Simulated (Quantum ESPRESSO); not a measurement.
# Mg4Mo3Au: finding a planted mistake in a log

A calculation, not a measurement. The program is pw.x of Quantum ESPRESSO 7.5 (plane-wave density functional theory). The cell is made up: eight metal atoms on a hexagonal close-packed lattice, with elements, volume, strain and displacements drawn at random and not relaxed, so it may be unstable or far from any real phase. PseudoDojo standard norm-conserving files set the functional (PBE unless stated); there is no spin polarisation or spin-orbit coupling, the Fermi-Dirac width of 0.25 eV means electrons at about 2900 K, and the masses in the input are unused placeholders. Heavy elements are run without spin-orbit coupling, which real alloys of them have. A spin test at this wide smearing found no moment, but such smearing suppresses magnetism that the real alloy may have.

Intended input:

```
&control calculation='scf', pseudo_dir='./dojo.nc.sr.pbe.v0_5.standard.upf', outdir='./o', disk_io='medium', tprnfor=.true., tstress=.true. /
&system ibrav=0, nat=8, ntyp=3, nbnd=63, ecutwfc=84.00895049, nosym=.true., tot_charge=0,
 occupations='smearing', smearing='fd', degauss=0.0183746611
/
&electrons conv_thr=1.470e-08, electron_maxstep=70, mixing_beta=0.5 /
ATOMIC_SPECIES
Au 1.0 Au.upf
Mg 1.0 Mg.upf
Mo 1.0 Mo.upf
CELL_PARAMETERS angstrom
4.3996 -2.5401 0.0
-2.9331 0.0 -4.858
2.9331 5.0803 0.0
ATOMIC_POSITIONS angstrom
Mg -0.0858 -0.0128 -0.1175
Mo 1.4983 2.4896 -0.0254
Mg -0.0535 1.7795 -2.4449
Mg 1.535 4.3021 -2.4174
Mo 2.9475 0.0127 0.0443
Mo 4.3679 2.5309 0.0326
Au 1.4715 -0.8617 -2.4123
Mg 2.9904 1.6716 -2.4695
K_POINTS automatic
5 5 4 1 1 1
```

The log is shortened where brackets say so; the opening notice, blank lines, dates and the lines on written files are dropped, and the path of the files is cut. It prints rydbergs, bohrs and kilobars, and counts compression as positive stress. Its total energy is the free energy E - TS of the whole cell.

Log of the intended run:

```
     Program PWSCF v.7.5
     Parallel version (MPI & OpenMP), running on       1 processor cores
     Number of MPI processes:                 1
     Threads/MPI process:                     1
     [start-up lines left out]
     bravais-lattice index     =            0
     lattice parameter (alat)  =       9.6002  a.u.
     unit-cell volume          =     976.9999 (a.u.)^3
     number of atoms/cell      =            8
     number of atomic types    =            3
     number of electrons       =       101.00
     number of Kohn-Sham states=           63
     kinetic-energy cutoff     =      84.0090  Ry
     charge density cutoff     =     336.0358  Ry
     scf convergence threshold =      1.5E-08
     mixing beta               =       0.5000
     number of iterations used =            8  plain     mixing
     Exchange-correlation= PBE
                           (   1   4   3   4   0   0   0)
     [axes and pseudopotential details left out]
   Cartesian axes
     site n.     atom                  positions (alat units)
         1        Mg     tau(   1) = (  -0.0168890  -0.0025196  -0.0231289  )
         2        Mo     tau(   2) = (   0.2949284   0.4900580  -0.0049998  )
         3        Mg     tau(   3) = (  -0.0105310   0.3502804  -0.4812591  )
         4        Mg     tau(   4) = (   0.3021525   0.8468342  -0.4758460  )
         5        Mo     tau(   5) = (   0.5801919   0.0024999   0.0087201  )
         6        Mo     tau(   6) = (   0.8597864   0.4981875   0.0064171  )
         7        Au     tau(   7) = (   0.2896531  -0.1696188  -0.4748421  )
         8        Mg     tau(   8) = (   0.5886365   0.3290412  -0.4861014  )
     number of k points=    50  Fermi-Dirac smearing, width (Ry)=  0.0184
                       cart. coord. in units 2pi/alat
        k(    1) = (   0.1407282   0.0437488  -0.1895413), wk =   0.0400000
        k(    2) = (   0.2489794   0.2312461  -0.2548997), wk =   0.0400000
     [further k points left out]
     Dense  grid:   101547 G-vectors     FFT dimensions: (  60,  64,  72)
     Estimated max dynamical RAM per process >     159.06 MB
     Initial potential from superposition of free atoms
     starting charge     100.9924, renormalised to     101.0000
     Starting wfcs are   60 randomized atomic wfcs +    3 random wfcs
     total cpu time spent up to now is       24.5 secs
     per-process dynamical memory:    82.0 Mb
     Self-consistent Calculation
     iteration #  1     ecut=    84.01 Ry     beta= 0.50
     Davidson diagonalization with overlap
     ethr =  1.00E-02,  avg # of iterations =  3.0
     Threshold (ethr) on eigenvalues was too large:
     Diagonalizing with lowered threshold
     Davidson diagonalization with overlap
     ethr =  8.10E-04,  avg # of iterations =  1.0
     total cpu time spent up to now is      156.4 secs
     total energy              =   -1192.82183897 Ry
     estimated scf accuracy    <       0.85868608 Ry
     iteration #  2     ecut=    84.01 Ry     beta= 0.50
     Davidson diagonalization with overlap
     ethr =  8.50E-04,  avg # of iterations =  2.0
     total cpu time spent up to now is      245.8 secs
     total energy              =   -1192.88287013 Ry
     estimated scf accuracy    <       1.03129397 Ry
     [iterations 3 to 10 left out]
     iteration # 11     ecut=    84.01 Ry     beta= 0.50
     Davidson diagonalization with overlap
     ethr =  4.36E-10,  avg # of iterations =  2.2
     total cpu time spent up to now is     1012.9 secs
     total energy              =   -1193.11475821 Ry
     estimated scf accuracy    <       0.00000006 Ry
     iteration # 12     ecut=    84.01 Ry     beta= 0.50
     Davidson diagonalization with overlap
     ethr =  5.50E-11,  avg # of iterations =  2.3
     total cpu time spent up to now is     1130.9 secs
     End of self-consistent calculation
     [lines on levels left out]
!    total energy              =   -1193.11475821 Ry
     estimated scf accuracy    <       0.00000001 Ry
     smearing contrib. (-TS)   =      -0.09979793 Ry
     internal energy E=F+TS    =   -1193.01496028 Ry
     The total energy is F=E-TS. E is the sum of the following terms:
     one-electron contribution =    -546.91409696 Ry
     hartree contribution      =     292.41403733 Ry
     xc contribution           =    -177.21199286 Ry
     ewald contribution        =    -761.30290780 Ry
     convergence has been achieved in  12 iterations
     Forces acting on atoms (cartesian axes, Ry/au):
     atom    1 type  2   force =     0.02845791    0.00307763    0.02652946
     atom    2 type  3   force =    -0.01023053    0.00346295    0.01880444
     atom    3 type  2   force =     0.01519802   -0.01168306    0.00199202
     atom    4 type  2   force =    -0.00613709   -0.01303976   -0.01375742
     atom    5 type  3   force =     0.01072868    0.01343713   -0.01410632
     atom    6 type  3   force =    -0.02137495   -0.01116827   -0.02486752
     atom    7 type  1   force =     0.00587033    0.00489305   -0.00132937
     atom    8 type  2   force =    -0.02251238    0.01102033    0.00673471
     Total force =     0.072043     Total SCF correction =     0.000405
     Computing stress (Cartesian axis) and pressure
          total   stress  (Ry/bohr**3)                   (kbar)     P=      -34.88
  -0.00044057   0.00006414   0.00000944          -64.81        9.44        1.39
   0.00006414  -0.00039280  -0.00002385            9.44      -57.78       -3.51
   0.00000944  -0.00002385   0.00012211            1.39       -3.51       17.96
     init_run     :     22.84s CPU     24.39s WALL (       1 calls)
     electrons    :   1051.79s CPU   1106.39s WALL (       1 calls)
     forces       :     11.60s CPU     11.77s WALL (       1 calls)
     stress       :     38.39s CPU     38.80s WALL (       1 calls)
     [timing details left out]
     PWSCF        :  18m45.05s CPU  19m42.29s WALL
     JOB DONE.
```

A second run was made from an input with one planted mistake. Its log:

```
     Program PWSCF v.7.5
     Parallel version (MPI & OpenMP), running on       1 processor cores
     Number of MPI processes:                 1
     Threads/MPI process:                     1
     [start-up lines left out]
     bravais-lattice index     =            0
     lattice parameter (alat)  =       9.6002  a.u.
     unit-cell volume          =     976.9999 (a.u.)^3
     number of atoms/cell      =            8
     number of atomic types    =            3
     number of electrons       =       101.00
     number of Kohn-Sham states=           63
     kinetic-energy cutoff     =      84.0090  Ry
     charge density cutoff     =     336.0358  Ry
     scf convergence threshold =      1.5E-08
     mixing beta               =       0.5000
     number of iterations used =            8  plain     mixing
     Exchange-correlation= PBE
                           (   1   4   3   4   0   0   0)
     [axes and pseudopotential details left out]
   Cartesian axes
     site n.     atom                  positions (alat units)
         1        Mg     tau(   1) = (  -0.0168890  -0.0025196  -0.0231289  )
         2        Mo     tau(   2) = (   0.2949284   0.4900580  -0.0049998  )
         3        Mg     tau(   3) = (  -0.0105310   0.3502804  -0.4812591  )
         4        Mg     tau(   4) = (   0.3021525   0.8468342  -0.4758460  )
         5        Mo     tau(   5) = (   0.5801919   0.0024999   0.0087201  )
         6        Mo     tau(   6) = (   0.8597864   0.4981875   0.0064171  )
         7        Au     tau(   7) = (   0.2896531  -0.1696188  -0.4453158  )
         8        Mg     tau(   8) = (   0.5886365   0.3290412  -0.4861014  )
     number of k points=    50  Fermi-Dirac smearing, width (Ry)=  0.0184
                       cart. coord. in units 2pi/alat
        k(    1) = (   0.1407282   0.0437488  -0.1895413), wk =   0.0400000
        k(    2) = (   0.2489794   0.2312461  -0.2548997), wk =   0.0400000
     [further k points left out]
     Dense  grid:   101547 G-vectors     FFT dimensions: (  60,  64,  72)
     Estimated max dynamical RAM per process >     159.06 MB
     Initial potential from superposition of free atoms
     starting charge     100.9924, renormalised to     101.0000
     Starting wfcs are   60 randomized atomic wfcs +    3 random wfcs
     total cpu time spent up to now is       30.0 secs
     per-process dynamical memory:    91.1 Mb
     Self-consistent Calculation
     iteration #  1     ecut=    84.01 Ry     beta= 0.50
     Davidson diagonalization with overlap
     ethr =  1.00E-02,  avg # of iterations =  3.0
     Threshold (ethr) on eigenvalues was too large:
     Diagonalizing with lowered threshold
     Davidson diagonalization with overlap
     ethr =  8.12E-04,  avg # of iterations =  1.0
     total cpu time spent up to now is      204.2 secs
     total energy              =   -1192.81651403 Ry
     estimated scf accuracy    <       0.86114257 Ry
     iteration #  2     ecut=    84.01 Ry     beta= 0.50
     Davidson diagonalization with overlap
     ethr =  8.53E-04,  avg # of iterations =  2.0
     total cpu time spent up to now is      296.9 secs
     total energy              =   -1192.88446576 Ry
     estimated scf accuracy    <       1.00634229 Ry
     [iterations 3 to 11 left out]
     iteration # 12     ecut=    84.01 Ry     beta= 0.50
     Davidson diagonalization with overlap
     ethr =  9.66E-11,  avg # of iterations =  2.1
     total cpu time spent up to now is      981.6 secs
     total energy              =   -1193.11060564 Ry
     estimated scf accuracy    <       0.00000002 Ry
     iteration # 13     ecut=    84.01 Ry     beta= 0.50
     Davidson diagonalization with overlap
     ethr =  1.84E-11,  avg # of iterations =  2.1
     total cpu time spent up to now is     1048.9 secs
     End of self-consistent calculation
     [lines on levels left out]
!    total energy              =   -1193.11060564 Ry
     estimated scf accuracy    <          3.2E-09 Ry
     smearing contrib. (-TS)   =      -0.09995415 Ry
     internal energy E=F+TS    =   -1193.01065150 Ry
     The total energy is F=E-TS. E is the sum of the following terms:
     one-electron contribution =    -548.24303696 Ry
     hartree contribution      =     293.06420530 Ry
     xc contribution           =    -177.22111363 Ry
     ewald contribution        =    -760.61070621 Ry
     convergence has been achieved in  13 iterations
     Forces acting on atoms (cartesian axes, Ry/au):
     atom    1 type  2   force =     0.02416933    0.00642114    0.03341367
     atom    2 type  3   force =    -0.01255492    0.00235711    0.02157352
     atom    3 type  2   force =     0.01557398   -0.01190697    0.00117898
     atom    4 type  2   force =    -0.00538690   -0.01350682   -0.01467822
     atom    5 type  3   force =     0.01681430    0.01507671   -0.00239382
     atom    6 type  3   force =    -0.02086884   -0.01679728   -0.01651829
     atom    7 type  1   force =     0.00560207    0.00800221   -0.02857603
     atom    8 type  2   force =    -0.02334903    0.01035389    0.00600021
     Total force =     0.079308     Total SCF correction =     0.000178
     Computing stress (Cartesian axis) and pressure
          total   stress  (Ry/bohr**3)                   (kbar)     P=      -31.39
  -0.00042402   0.00006571   0.00000400          -62.38        9.67        0.59
   0.00006571  -0.00037982  -0.00001975            9.67      -55.87       -2.91
   0.00000400  -0.00001975   0.00016371            0.59       -2.91       24.08
     init_run     :     27.20s CPU     29.90s WALL (       1 calls)
     electrons    :    964.38s CPU   1018.86s WALL (       1 calls)
     forces       :      7.14s CPU      7.24s WALL (       1 calls)
     stress       :     26.47s CPU     26.74s WALL (       1 calls)
     [timing details left out]
     PWSCF        :  17m 5.64s CPU  18m 4.39s WALL
     JOB DONE.
```

Question: the log repeats what the program read. Compare it with the intended run: what was wrong in the second input?

Answer: one coordinate of one atom is wrong. The input lines that differ:

```
- Au 1.4715 -0.8617 -2.4123
+ Au 1.4715 -0.8617 -2.2623
```

```
                                            intended run  run with the mistake
                          free energy (eV)    -16233.153            -16233.097
         entropy term -TS, part of it (eV)        -1.358                -1.360
                            pressure (GPa)         -3.49                 -3.14
size of the largest force component (eV/Å)         0.732                 0.859
largest change of a force component (eV/Å)                               0.701
                                iterations            12                    13
```

For scale, a rerun of the intended cell at a higher cutoff and on a denser mesh moved values by no more than 0.005 eV in energy, 0.02 GPa in stress and 0.007 eV/Å in force, and a second program with other atomic files agreed on that cell to 2 % rms in force and 0.5 GPa in pressure.